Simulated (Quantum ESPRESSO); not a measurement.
**Band energies of SrGaSnH at -0.7 % isotropic strain**

```xyz
4
Lattice="4.3975 0.0000 0.0000 -2.1987 3.8083 0.0000 0.0000 0.0000 4.9662" Properties=species:S:1:pos:R:3 pbc="T T T"
H      2.1987     1.2694     4.6959
Ga     2.1987     1.2694     2.9667
Sr     0.0000     0.0000     4.9574
Sn     0.0000     2.5389     2.2255
```

PBEsol (pw.x of Quantum ESPRESSO, ONCV potentials, no spin-orbit coupling); path ΓMKΓALHA,LM,KH; energies in eV from the valence-band maximum.

```
k (1/Å)  point  band 15  band 16  band 17  band 18  band 19  band 20  band 21  band 22
-------  -----  -------  -------  -------  -------  -------  -------  -------  -------
0.00         Γ   -10.13    -4.77    -1.87    -0.72    -0.72     0.79     3.04     3.04
0.35              -9.64    -5.19    -2.53    -1.47    -1.13     1.09     2.83     2.89
0.71              -8.36    -6.72    -3.31    -1.61    -1.11     0.51     1.63     2.61
0.82         M    -8.08    -7.03    -3.36    -1.65    -1.05     0.48     1.53     2.63
1.06              -7.90    -7.01    -3.47    -2.61    -0.98     0.84     1.91     2.94
1.30         K    -7.48    -7.23    -3.87    -2.90    -0.88     0.48     2.54     3.34
1.51              -8.18    -6.62    -3.46    -2.83    -1.01     0.84     2.15     3.35
1.83              -9.43    -5.38    -2.64    -1.78    -1.39     1.77     2.19     2.62
2.15             -10.09    -4.80    -1.89    -0.99    -0.77     1.13     2.57     3.01
2.25         Γ   -10.13    -4.77    -1.87    -0.72    -0.72     0.79     3.04     3.04
2.57              -9.85    -5.71    -1.09    -0.44    -0.44     1.10     2.01     2.01
2.89         A    -9.47    -6.52    -0.17     0.00     0.00     0.69     1.33     1.33
3.20              -9.20    -6.25    -2.58    -1.03    -0.98     1.32     2.31     2.67
3.61              -8.19    -6.35    -4.47    -1.97    -1.95     1.29     2.90     4.10
3.71         L    -8.07    -6.48    -4.50    -2.01    -1.99     1.29     2.84     4.18
3.95              -7.86    -6.66    -4.43    -2.65    -1.81     2.26     2.44     4.15
4.19         H    -7.26    -7.25    -4.37    -3.08    -1.64     1.71     3.82     3.84
4.28              -7.58    -6.93    -4.38    -3.02    -1.67     1.82     3.47     4.06
4.66              -8.83    -6.05    -3.69    -1.99    -1.37     1.91     2.85     3.17
4.95              -9.37    -6.41    -1.52    -0.73    -0.42     1.26     1.94     2.29
5.14         A    -9.47    -6.52    -0.17     0.00     0.00     0.69     1.33     1.33
5.14         L    -8.07    -6.48    -4.50    -2.01    -1.99     1.29     2.84     4.18
5.50              -8.08    -6.85    -3.83    -1.80    -1.37     0.56     1.96     3.30
5.77         M    -8.08    -7.03    -3.36    -1.65    -1.05     0.48     1.53     2.63
5.77         K    -7.48    -7.23    -3.87    -2.90    -0.88     0.48     2.54     3.34
5.98              -7.43    -7.24    -3.70    -3.38    -1.12     1.29     3.04     3.27
6.41         H    -7.26    -7.25    -4.37    -3.08    -1.64     1.71     3.82     3.84
```

The PBEsol gap is 0.46 eV; at least one edge lies off the plotted path, at a point of the SCF mesh. The smallest direct gap is 0.69 eV. Another conduction extremum on the path lies within 0.02 eV, too close to call.

Spin-orbit splittings are left out.

Geometry strained from the cell relaxed with PBEsol, atoms relaxed again.
